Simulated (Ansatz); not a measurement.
Below is a relaxed structure of Rb3Li2Br2. The cell was found from a structure generator's guess, not taken from experiment.

All numbers below come from Ansatz, DFT PBE, scalar-relativistic, plane waves, PAW. Cutoff 420 eV, Γ-centred mesh, Gaussian smearing, no spin polarisation.

```
Rb Li Br
1.0
    -6.26217    6.26217    6.26217
     6.26217   -6.26217    6.26217
     6.26217    6.26217   -6.26217
Rb Li Br
6 4 4
Direct
  0.25000 0.50000 0.75000
  0.25000 0.75000 0.50000
  0.50000 0.25000 0.75000
  0.50000 0.75000 0.25000
  0.75000 0.25000 0.50000
  0.75000 0.50000 0.25000
  0.17084 0.17084 0.17084
  0.00000 0.00000 0.82916
  0.00000 0.82916 0.00000
  0.82916 0.00000 0.00000
  0.77712 0.77712 0.77712
  0.00000 0.00000 0.22288
  0.00000 0.22288 0.00000
  0.22288 0.00000 0.00000
```

Energies over the elements count from the elements' standard structures at the same level, with no fitted energy shifts. The references include crystalline Br.

Question: What space group does it have?

Answer: I-43m (No. 217). Conventional cell: a = 12.524 Å. Around Rb lie 4 Rb at 4.43 Å; Li has 3 Br at 2.51 Å and 3 Li at 3.03 Å; Br is surrounded by 3 Li at 2.51 Å.

Question: How far does it lie from the elements in energy?

Answer: −0.68 eV/atom. A negative formation energy is needed for stability but isn't enough: competing phases decide.

Question: Is it a metal?

Answer: Yes, bands cross the Fermi level on the 4×4×4 mesh.

Question: From what recipe could a structure generator have reached it?

Answer: One such recipe: 4-connected net, two elements alternating, guests in its cages (I-43m, No. 217). Other recipes can lead to the same cell.

The last run used a 4×4×4 mesh for its 14-atom cell and Gaussian smearing of 0.10 eV. The reference form of Br is held partly by dispersion forces, which this level lacks. Symmetry constrained the relaxation, so the result can be a saddle point.
